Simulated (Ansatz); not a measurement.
# One run on CsEu (P-6m2): spin–orbit coupling, moments along [001]

Computed with Ansatz, DFT, PBE, all-electron LAPW, Dirac equation with spin-orbit coupling.

Command: `ansatz run input.yaml --threads 3 --pin off --max-ram 6144MiB --backend cpu --events-out ev --progress --plain --runs-dir out`

The folder start holds the state saved by an earlier run of the same cell, from which the iterations begin.

```yaml
crystal:
  lattice:
    - [4.4644198847, 0.0, 0.0]
    - [-2.2322099423, 3.8663010333, 0.0]
    - [0.0, 0.0, 8.008631]
  atoms:
    - { symbol: Cs, position: [0.0, 0.0, 0.5] }
    - { symbol: Eu, position: [0.6666666667, 0.3333333333, 0.0], spin: 7.2, spin_axis: [0.0, 0.0, 1.0] }
magnetization:
  noncollinear: true
  spin_orbit: true
kpoints:
  mp_grid: { grid: [8, 8, 4] }
scf:
  occupations: { method: fermi_dirac, width: 0.025 }
  convergence: { dr2_threshold: 1.0e-08 }
  max_iter: 60
hamiltonian:
  xc: pbe
  pseudopotentials: { kind: all_electron, lapw: { basis_error: 0.00025 } }
output:
  eigenvalues: false
  hubbard: { sites: [{ species: Eu, l: f }] }
checkpoint:
  write: state
  compress: false
  write_every: 100000
  read: start
```

The program prints:

```
Warning: checkpoint.read: spin treatment differs: saved collinear, current noncollinear; the saved charge density seeds this run and the saved magnetisation is carried along the axis that this deck's starting moments share; the saved density holds an absolute magnetisation of 7.7e0 μB; saved orbitals and DFT+U occupations are not carried
settings of this run that can trade accuracy for cost: output.eigenvalues: false. Do not mix this run's numbers with those of runs without the same settings; the input reference describes each key
Cs: projections on atomic orbitals take those of the free atom 1s2 2s2 2p6 3s2 3p6 3d10 4s2 4p6 4d10 5s2 5p6 6s1, of charge +0.00 (hamiltonian.pseudopotentials.projection_atoms)
Eu: projections on atomic orbitals take those of the free atom 1s2 2s2 2p6 3s2 3p6 3d10 4s2 4p6 4d10 4f7 5s2 5p6 5d0 6s2, of charge +0.00 (hamiltonian.pseudopotentials.projection_atoms)
LAPW: plane waves up to 6.104 Å⁻¹, error target 2.5e-4 eV per atom; Dirac's equation on spinors; Cs in spheres of 2.232 Å, 25 of its electrons in bands; Eu in spheres of 2.232 Å, 27 of its electrons in bands (how accurate: hamiltonian.pseudopotentials.lapw.basis_error, Limitations)
band count auto-derived: 66 (N_el = 52.0; filled up to band 52; 64 by the electrons, moments and atoms)
Engine: ansatz 0.2.0
Pseudopotentials: kind: all_electron
Pseudopotential: Cs, LAPW, valence charge 25, lapw/all_electron/dirac/gaussian/Cs, Dirac's equation, gaussian nucleus
Pseudopotential: Eu, LAPW, valence charge 27, lapw/all_electron/dirac/gaussian/Eu, Dirac's equation, gaussian nucleus
Functional definition: PBE
  parameter kappa = 0.804
  parameter beta = 0.06672455060314922
  exchange = pbe_x(kappa = kappa, mu = beta*pi^2/3)
  correlation = pbe_c(beta = beta)
Crystal: 2 atoms, lattice volume = 138.235 Å³
Basis set: ecut = 141.9658600522016 eV, 549 PW (Γ), exchange–correlation at level 2
Bands: 66, of which v1, the nominal top of the filled ones, is band 52 counted from 1 (51 counted from 0)
Symmetry: 6 space group operations + 6 with time reversal
Magnetic group: BNS 187.213 (UNI 1443), of the structure as read, at distance tolerance 5.2e-5 Å
k-points: 45 of 256 (time reversal used)
Non-local potential: Cs, projectors of the file, none
Non-local potential: Eu, projectors of the file, none
Initial density: read from a saved state, or passed on in memory by an earlier SCF of this step, an earlier step, the calling program or the single point that the run made first
Starting moments: Σ|m| = 7.2 μB on 1 of 2 sites; this step starts from the density that it was given
Initial wavefunctions: plane waves of lowest kinetic energy (no species holds an atomic orbital)
Functional: x = pbe(κ = 0.804, μ = 0.2195149727645171), c = pbe(β = 0.06672455060314922)
iter 1 solved again at ethr=4.34e-8 eV; its pass at ethr=1.00e-1 eV (dr2=2.26e-5 eV) is discarded
SCF iter   1: F=—  HF=-507268.750661 eV  |F-HF|=—  |Δ(HF+E_count)|=         —  Δρ=5.09e-4  dr2=2.35e-5  dr2_m=8.26e-5  ethr=4.34e-8  |M|=7.54e0 ∫|m|=7.54e0 μB  β_m=0.30  ⟨swp⟩=8.5  Hψ=25046  notcnv=0
the basis was enlarged: its passes take 12.9 MiB over the memory plan, 3 of 3 planned eigensolver slots
preconditioner: auto → Kerker (q_TF=auto, 2.318 Å⁻¹)  [metal: Δε(μ)=0.005 eV  Ē_g=6.102 eV  σ=0.025 eV  W_gap=0.05  n_scr=34 (ndim 8)  ℏωp=12.6 eV  f_vac=0.024  D(μ)=3.02/eV (n_scr^D=22)]
spin=Noncollinear: Kerker preconditioning applied to the charge; magnetization (m_x, m_y, m_z) channels mix plain (no charge-response kernel on spin).
SCF iter   2: F=—  HF=-507268.681548 eV  |F-HF|=—  |Δ(HF+E_count)|=   6.91e-2  Δρ=4.31e-4  dr2=5.13e-5  dr2_m=5.92e-5  ethr=4.34e-8  |M|=7.54e0 ∫|m|=7.54e0 μB  β_m=0.63  ⟨swp⟩=3.0  Hψ=9922  notcnv=0
SCF iter   3: F=—  HF=-507268.658369 eV  |F-HF|=—  |Δ(HF+E_count)|=   2.32e-2  Δρ=6.67e-4  dr2=6.01e-3  dr2_m=8.37e-5  ethr=4.34e-8  |M|=7.57e0 ∫|m|=7.58e0 μB  β_m=0.44  ⟨swp⟩=4.1  Hψ=11424  notcnv=0  recentre
SCF iter   4: F=—  HF=-507268.627337 eV  |F-HF|=—  |Δ(HF+E_count)|=   3.10e-2  Δρ=1.33e-4  dr2=3.05e-4  dr2_m=1.15e-6  ethr=4.34e-8  |M|=7.55e0 ∫|m|=7.55e0 μB  β_m=0.60  ⟨swp⟩=4.1  Hψ=11074  notcnv=0
SCF iter   5: F=—  HF=-507268.627056 eV  |F-HF|=—  |Δ(HF+E_count)|=   2.81e-4  Δρ=6.71e-5  dr2=6.55e-6  dr2_m=1.43e-6  ethr=4.34e-8  |M|=7.54e0 ∫|m|=7.54e0 μB  β_m=0.55  ⟨swp⟩=3.0  Hψ=10070  notcnv=0
SCF iter   6: F=—  HF=-507268.626981 eV  |F-HF|=—  |Δ(HF+E_count)|=   7.50e-5  Δρ=3.15e-5  dr2=4.24e-6  dr2_m=3.18e-7  ethr=1.26e-8  |M|=7.54e0 ∫|m|=7.54e0 μB  β_m=0.77  ⟨swp⟩=3.0  Hψ=9790  notcnv=0
SCF iter   7: F=—  HF=-507268.626963 eV  |F-HF|=—  |Δ(HF+E_count)|=   1.88e-5  Δρ=1.51e-5  dr2=3.88e-6  dr2_m=2.83e-8  ethr=8.15e-9  |M|=7.54e0 ∫|m|=7.54e0 μB  β_m=0.89  ⟨swp⟩=3.0  Hψ=9825  notcnv=0
SCF iter   8: F=—  HF=-507268.626963 eV  |F-HF|=—  |Δ(HF+E_count)|=   3.86e-7  Δρ=6.35e-6  dr2=5.90e-7  dr2_m=5.43e-9  ethr=7.46e-9  |M|=7.54e0 ∫|m|=7.54e0 μB  β_m=0.94  ⟨swp⟩=3.0  Hψ=9643  notcnv=0
iter 9 solved again at ethr=9.50e-11 eV; its pass at ethr=1.13e-9 eV (dr2=4.94e-8 eV) is discarded
SCF iter   9: F=—  HF=-507268.626963 eV  |F-HF|=—  |Δ(HF+E_count)|=   3.34e-8  Δρ=2.74e-6  dr2=4.94e-8  dr2_m=1.20e-9  ethr=9.50e-11  |M|=7.54e0 ∫|m|=7.54e0 μB  β_m=0.97  ⟨swp⟩=2.0  Hψ=15722  notcnv=0
SCF iter  10: F=—  HF=-507268.626963 eV  |F-HF|=—  |Δ(HF+E_count)|=   1.19e-8  Δρ=1.29e-6  dr2=7.93e-9  dr2_m=3.49e-10  ethr=9.50e-11  |M|=7.54e0 ∫|m|=7.54e0 μB  β_m=0.89  ⟨swp⟩=3.0  Hψ=9775  notcnv=0
SCF iter  11: F=—  HF=-507268.626963 eV  |F-HF|=—  |Δ(HF+E_count)|=   1.07e-7  Δρ=7.21e-7  dr2=2.47e-9  dr2_m=1.48e-10  ethr=1.52e-11  |M|=7.54e0 ∫|m|=7.54e0 μB  β_m=0.78  ⟨swp⟩=3.3  Hψ=9806  notcnv=0
iter 12 did not close the SCF: its close was put off for a basis of augmented plane waves that was refined there (scf_convergence_deferred on its scf_iter line)
SCF iter  12: F=-507268.626963 eV  HF=-507268.626963 eV  |F-HF|=5.82e-10  |Δ(HF+E_count)|=   8.24e-8  Δρ=4.76e-7  dr2=5.95e-10  dr2_m=7.21e-11  ethr=7.85e-12 (applied; sched 4.74e-12)  |M|=7.54e0 ∫|m|=7.54e0 μB  β_m=0.89  ⟨swp⟩=3.0  Hψ=9778  notcnv=0
SCF iter  13: F=—  HF=-507268.630214 eV  |F-HF|=—  |Δ(HF+E_count)|=         —  Δρ=1.26e-6  dr2=2.21e-10  dr2_m=5.14e-10  ethr=7.85e-12 (applied; sched 1.14e-12)  |M|=7.54e0 ∫|m|=7.54e0 μB  β_m=0.89  ⟨swp⟩=3.0  Hψ=9779  notcnv=0
the basis was enlarged: its passes take 27.8 MiB over the memory plan, 3 of 3 planned eigensolver slots
SCF iter  14: F=—  HF=-507268.630232 eV  |F-HF|=—  |Δ(HF+E_count)|=   1.84e-5  Δρ=4.76e-6  dr2=1.56e-7  dr2_m=3.73e-9  ethr=8.77e-12 (applied; sched 1.00e-12)  |M|=7.54e0 ∫|m|=7.54e0 μB  β_m=0.95  ⟨swp⟩=4.0  Hψ=10847  notcnv=0
SCF iter  15: F=—  HF=-507268.630232 eV  |F-HF|=—  |Δ(HF+E_count)|=   2.13e-7  Δρ=3.53e-6  dr2=6.08e-8  dr2_m=3.12e-9  ethr=8.92e-12 (applied; sched 1.00e-12)  |M|=7.54e0 ∫|m|=7.54e0 μB  β_m=0.72  ⟨swp⟩=4.0  Hψ=11089  notcnv=0
SCF iter  16: F=—  HF=-507268.630231 eV  |F-HF|=—  |Δ(HF+E_count)|=   1.73e-6  Δρ=1.57e-6  dr2=1.06e-8  dr2_m=7.75e-10  ethr=8.13e-12 (applied; sched 1.00e-12)  |M|=7.54e0 ∫|m|=7.54e0 μB  β_m=0.82  ⟨swp⟩=3.6  Hψ=10101  notcnv=0
SCF iter  17: F=—  HF=-507268.630230 eV  |F-HF|=—  |Δ(HF+E_count)|=   4.38e-7  Δρ=4.63e-7  dr2=4.84e-10  dr2_m=6.84e-11  ethr=8.06e-12 (applied; sched 1.00e-12)  |M|=7.54e0 ∫|m|=7.54e0 μB  β_m=0.86  ⟨swp⟩=3.0  Hψ=10062  notcnv=0
SCF iter  18: F=-507268.630230 eV  HF=-507268.630230 eV  |F-HF|=8.15e-10  |Δ(HF+E_count)|=   2.91e-8  Δρ=1.73e-7  dr2=3.09e-10  dr2_m=9.48e-12  ethr=7.70e-12 (applied; sched 1.00e-12)  |M|=7.54e0 ∫|m|=7.54e0 μB  ⟨swp⟩=3.0  Hψ=9654  notcnv=0
SCF 1 converged in 18 iterations: F = -507268.630230 eV  dr2 = 3.09e-10
WARN: this state was not checked for a lower one beside it: the run's test of it (scf.lower_state_search) could not run behind this SCF: none is made under non-collinear spin (noncollinear)
SCF converged after 18 iterations
Magnetization: |M| = 7.5379 μB,  M = (-0.0000, -0.0000, +7.5379) μB
Absolute magnetization: 7.5427 μB (∫|m|)
  site 0: m = (-0.0000, -0.0000, +0.0778) μB, |m| = 0.0778 μB  (R = 2.23 Å)
  site 1: m = (-0.0000, -0.0000, +7.2350) μB, |m| = 7.2350 μB  (R = 2.23 Å)
Free energy (F): -507268.630230 eV
Harris-Foulkes:  -507268.630230 eV  (|F-HF|=8.15e-10)
Internal energy: -507268.624263 eV  (E = F + TS)
E sigma→0 (E₀):  -507268.627247 eV
Entropy (-TS):   -0.005967 eV (-2.984 meV/atom)
Fermi energy:    6.320945 eV
--- Per-component energies (eV) ---
  E_band       = -2941.389918
  E_kinetic    = 546756.195317
  E_xc         = -11873.931426
  E_electrostatic = -1042150.888155  (all electrons and nuclei)
  E_smearing   = -0.005967  (= −TS)
  E_closure    = 0.000000  (closes the sum)
  E_atoms      = -507257.995968  (free atoms, spherical and without spin; not in F)
  Σ components = -507268.630230   (vs F -507268.630230, Δ=0.00e0)
  Basis errors (estimates in eV, not in F): energy 1.4e-5 per atom: plane waves 2.0e-6 (1.0e-6 summed), levels above the bands 1.1e-53, relativity 2.5e-8, radial functions 1.2e-5, core shells 4.2e-9; eigenvalues (radial functions only) 6.0e-7; not estimated: angular momenta, meshes, grids; target (lapw.basis_error) 2.5e-4; muffin-tin radii Cs 2.232 Å, Eu 2.232 Å
--- Occupation matrices: 1 shell (Löwdin-built; ε = 2.00e-2, provisional) ---
  Eu1 f_4F: site group D3h (-6m2)
  Eu1 f_4F spinor Tr n = 6.9612  λ = 0.000 0.000 0.000 0.000 0.000 0.000 0.000 0.981 0.993 0.996 0.997 0.997 0.998 0.998  [7× z3 0.14 E1/2(0.43) | 7× y(3x2-y2) 0.14 E1/2(0.43)]
  Tr n, λ and their labels are of the run-group-symmetrised matrices; stabiliser: 12 of 24 elements of G0×{1,Θ} (closed), max defect 6.0e-15 at τ = 4.2e-3
settings of this run that can trade accuracy for cost: output.eigenvalues: false. Do not mix this run's numbers with those of runs without the same settings; the input reference describes each key
```

Site moments (μB): Cs1 (0.00, 0.00, 0.08); Eu2 (0.00, 0.00, 7.24). Cell moment 7.54 μB.

Without U a semilocal functional puts the f levels too near the Fermi level, which can change moments and the order of magnetic states; site and cell moments are spin moments. In at least one run the program's final test of stability wasn't made or came to no verdict. With open f shells a run can end in a state that isn't the lowest. None of this fixes the real material's magnetic order: only patterns that fit the cell were computed, at zero temperature, with a functional that can overstate moments.

It took 70 s on 3 threads of Intel(R) Xeon(R) 6975P-C (Granite Rapids), with other jobs on the host, peak memory 1 GiB.
